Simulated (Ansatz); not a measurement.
BBi built on the rocksalt prototype: a band-structure calculation in the plane-wave code Ansatz (PBE). The cell was relaxed beforehand with r2SCAN.

Input (YAML):
```yaml
crystal:
  lattice:
    - [0.0, 2.6268329306, 2.6268329306]
    - [2.6268329306, 0.0, 2.6268329306]
    - [2.6268329306, 2.6268329306, 0.0]
  atoms:
    - { symbol: B, position: [0.0, 0.0, 0.0] }
    - { symbol: Bi, position: [0.5, 0.5, 0.5] }
kpoints:
  mp_grid: { grid: [8, 8, 8] }
  band_path:
    path:
      - [[0.0, 0.0, 0.0], [0.5, -1.69727220821e-35, 0.5], [0.625, 0.25, 0.625]]
      - [[0.375, 0.375, 0.75], [0.0, 0.0, 0.0], [0.5, 0.5, 0.5], [0.5, 0.25, 0.75], [0.5, -1.69727220821e-35, 0.5]]
    npoints: 10
hamiltonian:
  xc: pbe
scf:
  occupations: { method: fermi_dirac, width: 0.02 }
  n_extra_bands: 4
output:
  forces: true
  stress: true
  eigenvalues: true
  write_density: true
  write_potential: true
  elf: true
  volumetric_format: npy
```

Run as `ansatz run input.yaml --threads 2 --pin off --max-ram 2211MiB --backend cpu --events-out ev --progress --plain --runs-dir out`. It took 2.1 s on 2 threads of Arm Neoverse N1, on a shared host; peak host memory 0.31 GiB.

**Question.** What will the output look like, and what does it show?

**Answer.** Output, abridged:
```
Functional definition: PBE
Crystal: 2 atoms, lattice volume = 36.252 Å³
Basis set: ecut = 420 eV, 725 PW (Γ)
Bands: 13, of which v1, the nominal top of the filled ones, is band 9 counted from 1 (8 counted from 0)
Symmetry: 48 space group operations
Space group: Fm-3m (ITA 225)
k-points: 29 of 512
NSCF: frozen V_eff on 62 k-points
SCF converged after 6 iterations
Free energy (F): -12550.067310 eV
Internal energy: -12550.066471 eV  (E = F + TS)
E sigma→0 (E₀):  -12550.066891 eV
Entropy (-TS):   -0.000839 eV (-0.419 meV/atom)
Fermi energy:    12.218073 eV
--- Stress (GPa, compression-positive) ---
        0.884673       0.000000       0.000000
        0.000000       0.884673       0.000000
        0.000000       0.000000       0.884673
  P = ⅓ Tr σ = 0.8847 GPa (8.847 kbar)
```
The trailing digits, and the zero of the energies, depend on the potentials and thresholds.

Levels along the path, in eV from the valence top (v1 is the last filled band, c1 the first empty one):
```
point  distance (1/Å)     v3     v2     v1     c1    c2    c3
    Γ            0.00  -1.31  -1.31  -1.31  -1.10  5.39  5.39
    ·            0.60  -4.73  -2.93  -2.93  -1.71  3.89  4.68
    X            1.20  -7.41  -5.27  -4.13  -4.13  2.79  7.26
    ·            1.41  -7.23  -6.46  -3.92  -3.15  3.37  6.66
    U            1.62  -7.80  -6.72  -3.30  -2.07  4.46  5.26
    K            1.62  -7.80  -6.72  -3.30  -2.07  4.46  5.26
    ·            2.13  -7.16  -4.36  -0.49   0.40  1.67  3.15
    ·            2.76  -2.24  -1.42  -1.24  -0.27  4.99  5.03
    Γ            2.89  -1.31  -1.31  -1.31  -1.10  5.39  5.39
    ·            3.30  -5.02  -1.15  -1.15   0.99  3.50  3.52
    ·            3.82  -9.35  -0.30  -0.30   0.83  0.83  1.51
    L            3.92  -9.59  -0.19  -0.19   0.66  0.66  1.61
    ·            4.26  -9.15  -3.13  -2.85   0.53  1.45  4.05
    ·            4.68  -7.62  -6.00  -5.90   0.84  2.47  5.92
    W            4.77  -7.47  -6.10  -6.10   0.86  2.52  5.91
    ·            5.01  -6.99  -6.91  -5.09  -1.22  4.24  4.70
    ·            5.31  -7.39  -5.44  -4.17  -3.94  2.84  7.17
    X            5.37  -7.41  -5.27  -4.13  -4.13  2.79  7.26
```

Planar averages along the third cell vector, from rho_z.tsv and v_z.tsv (valence density with its augmentation; electrostatic potential energy of an electron, of which only differences have a meaning):
```csv
z (Å),ρ (e/Å³),v_es (eV)
0.00,0.236,7.06
0.30,0.246,7.70
0.45,0.256,8.30
0.74,0.295,8.63
0.89,0.344,7.65
1.19,0.559,3.27
1.49,0.829,-1.52
1.63,0.931,-3.11
1.93,0.988,-3.91
2.08,0.931,-3.11
2.38,0.698,0.70
2.67,0.433,5.75
2.82,0.344,7.65
3.12,0.271,8.73
3.27,0.256,8.30
3.57,0.239,7.23
```

PBE gives no gap: the lowest nominally empty band dips 4.13 eV below the top of the last filled one (its bottom at X, the top at K–Γ (0.50 of the way from K)), so the cell is a metal or semimetal at this level. Edges are sought over the mesh and the listed points. At this geometry PBE finds +0.88 GPa, compression counted positive: its own equilibrium volume is larger.

All values are calculated for a non-magnetic cell, which may be hypothetical.

Spin-orbit coupling is left out, which matters wherever the heavy atoms make up the band edges.

Where bands overlap, v1 and c1 are numbered by the electron count and aren't everywhere filled or empty.
